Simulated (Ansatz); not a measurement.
# What DFT gives for La$_{2}$Zn$_{5}$Pb

```xyz
16
Lattice="4.5211 0.0000 0.0000 2.2605 -8.3560 0.0000 0.0000 0.0000 -9.1038" Properties=species:S:1:pos:R:3 pbc="T T T"
La    4.5211   -3.4410   -6.8279
La    2.2605   -4.9150   -2.2760
La    0.0000    0.0000    0.0000
La    0.0000    0.0000   -4.5519
Pb    2.2605   -0.9335   -6.8279
Pb    4.5211   -7.4225   -2.2760
Zn    2.2605   -5.2581   -8.1162
Zn    4.5211   -3.0979   -3.5642
Zn    4.5211   -3.0979   -0.9877
Zn    2.2605   -5.2581   -5.5396
Zn    2.2605   -2.6246   -8.9775
Zn    4.5211   -5.7314   -4.4256
Zn    4.5211   -5.7314   -0.1264
Zn    2.2605   -2.6246   -4.6783
Zn    4.5211   -6.6161   -6.8279
Zn    2.2605   -1.7399   -2.2760
```

The numbers come from plane-wave PAW DFT (Ansatz): r2SCAN, no spin polarisation, 500 eV, 7×7×4 Γ-centred k points, fermi-dirac occupations (width 0.1272 eV). Nothing was relaxed.

- Stress: The pressure is 1.5 GPa (compression positive), so with the atoms held at these fractions the cell would first expand.
- Formation energy: -0.47 eV an atom against the elements' usual phases (free molecules for gases, crystals otherwise, with no correction for O₂ or N₂), so it is bound against them; other compounds may still compete. Relaxing would lower it.
- Forces: The largest is on Zn15 (and as large on other atoms): 0.30 eV/Å, components (0.00, 0.30, 0.00). It makes 70° with the line to a nearest neighbour, Zn12 at 2.56 Å.
- Contacts: Zn–Zn at 2.56 Å: least valence density 0.28 e/Å³ and ELF 0.34 there. Pb–Zn at 2.67 Å: least valence density 0.32 e/Å³ and ELF 0.34 there. La–Zn at 3.17 Å: least valence density 0.14 e/Å³ and ELF 0.15 there. Both are smooth PAW fields, read partly inside the augmentation spheres.
- Electronic structure: It is a metal, with about 6.9 states/eV a cell as the mean within 0.25 eV of the Fermi level.

Origin: a database entry at a rescaled volume. Caveats: f levels without a U or exact exchange are poorly placed.
